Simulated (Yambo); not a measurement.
```
CELL_PARAMETERS angstrom
      3.09133     0.00000     0.00000
     -1.54567     2.67717     0.00000
      0.00000     0.00000     4.94793
ATOMIC_POSITIONS crystal
  N  0.66667 0.33333 0.88097
  N  0.33333 0.66667 0.38097
  Al 0.66667 0.33333 0.49903
  Al 0.33333 0.66667 0.99903
```

Response from Yambo on norm-conserving PBEsol (Quantum ESPRESSO, 84 Ry, without SOC) bands: 15×15×8 mesh, 32 bands, 4 Ry local-field block, 0.2 eV broadening.

Q: Give the static electronic dielectric constant without and with local fields along each axis.

A: 
```
field along  ε(0), independent particles  ε(0), RPA with local fields  refractive index √ε
-----------  ---------------------------  ---------------------------  -------------------
x                                   4.61                         4.32                 2.08
z                                   4.82                         4.56                 2.13
```
Electronic (clamped-ion) response only. PBEsol gaps are usually too small, which raises these values. Convergence of the RPA response with its 15×15×8 mesh was not tested. x, y and z are Cartesian axes of the cell as given.

Geometry strained from the cell relaxed with PBEsol, atoms relaxed again.
